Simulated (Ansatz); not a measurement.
### Question
Name crystals whose computed values (DFT-r²SCAN in the program Ansatz with PAW potentials) fall in these windows: B₀ by P(V) fit (GPa) 75 to 97; highest Γ mode, no LO–TO term (cm⁻¹) 240 to 330.

### Answer


| crystal | B₀ by P(V) fit (GPa) | highest Γ mode, no LO–TO term (cm⁻¹) |
|---|---|---|
| ScAl, CsCl type | 81.6 | 294 |
| MgCdS2, P4/mmm (Mg on 1d, Cd on 1a, S on 1b, S on 1c) | 81.4 | 280 |
| ScGe, Cmcm (Sc on 4c, Ge on 4c) | 97.0 | 267 |
Others may fit too.

Standing as an ambient phase not checked: ScAl, CsCl type; MgCdS2, P4/mmm (Mg on 1d, Cd on 1a, S on 1b, S on 1c); ScGe, Cmcm (Sc on 4c, Ge on 4c). Perhaps ordered models of mixed-site phases: ScAl, CsCl type; MgCdS2, P4/mmm (Mg on 1d, Cd on 1a, S on 1b, S on 1c). All cells were relaxed under the symmetry of their starts (and spin orders); stability against distortions was not tested throughout. Rows with no word on spin ran without spin polarisation. Scalar-relativistic: spin–orbit coupling is off unless named, which matters more the heavier the elements.

Potentials: the later of the program's two PAW sets.
